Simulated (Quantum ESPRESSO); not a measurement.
**Band energies of InP at +2 % isotropic strain**

```xyz
2
Lattice="0.0000 2.9994 2.9994 2.9994 0.0000 2.9994 2.9994 2.9994 0.0000" Properties=species:S:1:pos:R:3 pbc="T T T"
P      4.4991     4.4991     4.4991
In     5.9987     5.9987     5.9987
```

PBEsol (Quantum ESPRESSO, PseudoDojo norm-conserving, 70 Ry, no spin-orbit coupling); path ΓXWKΓLUWLK,UX; energies in eV from the valence-band maximum.

```
k (1/Å)  point  band 5  band 6  band 7  band 8  band 9  band 10  band 11  band 12
-------  -----  ------  ------  ------  ------  ------  -------  -------  -------
0.00         Γ  -13.96  -11.09    0.00    0.00    0.00     0.24     4.01     4.01
0.58            -13.94  -10.11   -3.69   -1.45   -1.45     2.27     2.86     6.51
1.05         X  -13.93   -8.98   -5.52   -2.12   -2.12     1.75     2.16     8.68
1.18            -13.93   -8.97   -5.51   -2.22   -2.22     1.99     2.37     8.22
1.57         W  -13.94   -8.92   -5.39   -2.72   -2.66     4.06     4.19     5.30
1.82            -13.94   -8.98   -5.39   -3.00   -1.97     2.62     4.19     6.54
1.94         K  -13.94   -9.00   -5.39   -3.04   -1.77     2.27     4.18     7.25
2.35            -13.95   -9.76   -4.48   -2.48   -0.85     2.74     4.90     5.13
2.85            -13.95  -10.96   -1.35   -0.32   -0.06     1.32     3.92     4.13
3.05         Γ  -13.96  -11.09    0.00    0.00    0.00     0.24     4.01     4.01
3.35            -13.95  -10.81   -2.20   -0.28   -0.28     1.48     4.30     4.42
3.86            -13.95   -9.64   -5.31   -0.86   -0.86     1.25     4.72     4.72
3.96         L  -13.94   -9.57   -5.45   -0.89   -0.89     1.23     4.71     4.71
4.39            -13.94   -9.21   -5.30   -2.79   -1.46     2.51     4.59     6.21
4.60         U  -13.94   -9.00   -5.39   -3.04   -1.77     2.27     4.18     7.25
4.97         W  -13.94   -8.92   -5.39   -2.72   -2.66     4.06     4.19     5.30
5.43            -13.94   -9.40   -5.35   -2.08   -1.23     2.44     4.21     5.42
5.71         L  -13.94   -9.57   -5.45   -0.89   -0.89     1.23     4.71     4.71
5.87            -13.94   -9.51   -5.41   -1.44   -1.00     1.79     4.47     4.96
6.27            -13.94   -9.05   -5.34   -3.06   -1.67     2.36     4.48     6.87
6.35         K  -13.94   -9.00   -5.39   -3.04   -1.77     2.27     4.18     7.25
6.35         U  -13.94   -9.00   -5.39   -3.04   -1.77     2.27     4.18     7.25
6.72         X  -13.93   -8.98   -5.52   -2.12   -2.12     1.75     2.16     8.68
```

The PBEsol gap is direct, 0.24 eV at Γ.

Spin-orbit splittings are left out.

Geometry strained from the cell relaxed with PBEsol, atoms relaxed again.
